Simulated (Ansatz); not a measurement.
NaF:
```yaml
crystal:
  lattice:
    - [0.00000, 2.29726, 2.29726]
    - [2.29726, 0.00000, 2.29726]
    - [2.29726, 2.29726, 0.00000]
  atoms:
    - { symbol: Na, position: [0.00000, 0.00000, 0.00000] }
    - { symbol: F, position: [0.50000, 0.50000, 0.50000] }
```

Relaxed with r²SCAN. Special points in fractions of this cell's reciprocal vectors: Γ (0.000, 0.000, 0.000); X (0.500, 0.000, 0.500); U (0.625, 0.250, 0.625); K (0.375, 0.375, 0.750); L (0.500, 0.500, 0.500); W (0.500, 0.250, 0.750).

Problem. List the band energies nearest the valence-band maximum at these points for DFT-r²SCAN in the program Ansatz with PAW potentials.

Solution. In eV from the valence-band maximum; about four levels below and three above (degenerate sets whole), none deeper than 8.9 eV; … stands for higher levels left out; points with the same levels are listed once.

| k | below | above |
|---|---|---|
| Γ | 0.00 0.00 0.00 | 7.28 … |
| X | -1.30 -0.42 -0.42 | 14.19 … |
| U | -1.08 -0.85 -0.38 | 13.84 … |
| L | -1.61 -0.27 -0.27 | 11.79 … |
| W | -0.89 -0.89 -0.58 | … |

Space group Fm-3m (rock salt). Symmetry was held in the r²SCAN relaxation; phonons on a q-mesh show no instability.

Potentials: the later of the program's two PAW sets.
